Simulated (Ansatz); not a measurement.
# Computed frozen-phonon scan: ZnS (zinc blende)

Starting cell, ZnS (zinc blende):

```yaml
crystal:
  lattice:
    - [0.00000, 5.44349, 5.44349]
    - [2.72175, 0.00000, 2.72175]
    - [2.72175, 2.72175, 0.00000]
  atoms:
    - { symbol: S, position: [0.37500, 0.75000, 0.75000] }
    - { symbol: S, position: [0.87500, 0.75000, 0.75000] }
    - { symbol: Zn, position: [0.00000, 0.00000, 0.00000] }
    - { symbol: Zn, position: [0.50000, 0.00000, 0.00000] }
```

The atoms are displaced by Q × the pattern below (from a DFPT mode at L = (0.5, 0.0, 0.0), largest move 1; Q in Å), at fixed cell. (q is in reciprocal vectors of the primitive cell; the cell shown is doubled to hold the pattern.)

| atom | x | y | z |
|---|---|---|---|
| S1 | -0.138 | 0.138 | 0.138 |
| S2 | 0.138 | -0.138 | -0.138 |
| Zn3 | -0.577 | 0.577 | 0.577 |
| Zn4 | 0.577 | -0.577 | -0.577 |

Level of theory: PBE (plane waves to 420 eV, PAW, scalar-relativistic; Ansatz, an electronic-structure program). k mesh 5×10×10 (Γ-centred), Fermi-Dirac smearing 0.05 eV. Energies are smeared free energies. Compression counts positive. The PAW data are Ansatz's earlier set. ZnS was relaxed with its symmetry unable to fall. ΔE is measured from the undisplaced structure.

```
Q (Å)   ΔE (eV/cell)  P (GPa)  −dE/dQ from forces (eV/Å)
------  ------------  -------  -------------------------
-0.180        0.2857     0.63                      3.170
-0.150        0.1985     0.44                      2.644
-0.120        0.1271     0.28                      2.116
-0.090        0.0715     0.16                      1.588
-0.060        0.0318     0.08                      1.059
-0.030        0.0079     0.02                      0.530
0.000         0.0000     0.01                      0.000
0.030         0.0079     0.02                     -0.530
0.060         0.0318     0.08                     -1.059
0.090         0.0715     0.16                     -1.588
0.120         0.1271     0.28                     -2.116
0.150         0.1985     0.44                     -2.644
0.180         0.2857     0.63                     -3.170
```

Key numbers:

```
Item                                                                                                                 Result
-----------------------------------------------------------  --------------------------------------------------------------
Energy at Q = 0.180 Å                                                                                        285.7 meV/cell
Space group of the distorted cell                                                         R3m (No. 160), lowered from F-43m
Symmetry of the curve                                                                         even: the same for both signs
Shape of the curve                                           a single well with its minimum at or next to zero displacement
Harmonic wavenumber from the curvature (finite differences)                                                        189 cm⁻¹
Wavenumber by perturbation theory (DFPT, on another k mesh)                                                        189 cm⁻¹
```

(For displaced atoms, the force is minus the slope of the energy, and its curvature is a force constant, which sets phonon frequencies.)
